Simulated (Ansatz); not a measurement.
A film clamped on a beam works by its effective transverse coefficient e₃₁,f, which adds the part that comes from the free strain along the normal.

AlN serves as the reference. c-oriented films; the sign of axis 3 is chosen so that e₃₃ is positive. Field 50 V/μm.

Computed with Ansatz, a plane-wave PAW program. e₃₁, e₃₃, C₁₃, C₃₃: r²SCAN, relaxed-ion tensors by finite strain, axis 3 along c; ε₃₃: r²SCAN, linear response at fixed cell.

Runs started from generated or typed cells of the structure named: GaN; 4H-SiC; CdS; ZnO; AlN; ZnS; CdSe. Spin–orbit coupling is left out unless named.

```
crystal                    e₃₁ (C/m²)  e₃₃ (C/m²)  C₁₃ (GPa)  C₃₃ (GPa)  ε₃₃ (static)
-------------------------  ----------  ----------  ---------  ---------  ------------
GaN (wurtzite)                  −0.41        0.74         95        401          10.6
4H-SiC                          −0.04        0.11         51        575          10.4
CdS (wurtzite)                  −0.23        0.44         45         93          9.31
ZnO (wurtzite)                  −0.64        1.27        113        221          9.66
AlN (wurtzite), reference       −0.58        1.49        105        385          9.12
ZnS (wurtzite)                  −0.15        0.16         45        152          8.77
CdSe (wurtzite)                 −0.15        0.26         37         82          10.3
```

Model: e₃₁,f = e₃₁ − e₃₃ C₁₃/C₃₃; d₃₃,f = e₃₃/C₃₃; stress = |e₃₁,f| × field; figure = e₃₁,f²/(ε₀ε₃₃) = e₃₁,f²/(0.008854 ε₃₃) in GPa.

**Question.** Compute e₃₁,f, d₃₃,f, film stress and harvesting figure for ZnS, showing the steps.

**Answer.** 
- e₃₁,f = −0.15 − 0.16 × 45/152 = −0.197 C/m²
- d₃₃,f = 1000 × 0.16/152 = 1.1 pm/V
- film stress: |−0.197| × 50 = 9.9 MPa
- harvesting figure: (−0.197)²/(0.008854 × 8.77) = 0.50 GPa

**Question.** Put the candidates in order of harvesting figure, highest first.

**Answer.** The same steps for every row:

```csv
crystal,"e₃₁,f (C/m²)","d₃₃,f (pm/V)",film stress (MPa),harvesting figure (GPa)
GaN (wurtzite),−0.585,1.8,29,3.6
4H-SiC,−0.050,0.19,2.5,0.027
CdS (wurtzite),−0.443,4.7,22,2.4
ZnO (wurtzite),−1.289,5.7,64,19
"AlN (wurtzite), reference",−0.986,3.9,49,12
ZnS (wurtzite),−0.197,1.1,9.9,0.50
CdSe (wurtzite),−0.267,3.2,13,0.78
```

In order of harvesting figure, highest first: ZnO (19 ± 4.5), AlN (12 ± 2.8), GaN (3.6 ± 0.86), CdS (2.4 ± 0.56), CdSe (0.78 ± 0.18), ZnS (0.50 ± 0.12), 4H-SiC (0.027 ± 0.0066). The ± follows from allowances picked for this note (e₃₁ 12 %, e₃₃ 12 %, C₁₃ 5 %, C₃₃ 5 %, ε₃₃ 8 %, 12 % for the model), carried to first order and added in quadrature; ≈ joins neighbours closer than their two ± added in quadrature. On this figure 1 of 6 candidates do clearly better than the reference.

Single-domain 0 K values; domain walls add much in ferroelectric films. Where several phases of a formula are at hand, those over 0.1 eV/atom above the lowest were not drawn (by r²SCAN where it compared them, else by the largest value; a layered or molecular lowest phase counts only with a dispersion term); other phases could lie lower still. The rows are a sample and no shortlist: familiar crystals first, some related and some not, whatever their agreement with measurement; tables with many equal figures were not kept. Limits of the draw: polar uniaxial crystals, |e₃₃| over 0.1 C/m², ε₃₃ under 300; no unfamiliar magnets, and cubic perovskites only if shown or known to be stable. As a rule kept out of such tables: 4f compounds, open-shell compounds run without a Hubbard term, cells found unstable in the tests at hand, cells close to a higher symmetry, and runs set to a pressure or over 12 % in volume from the crystal's fullest run.
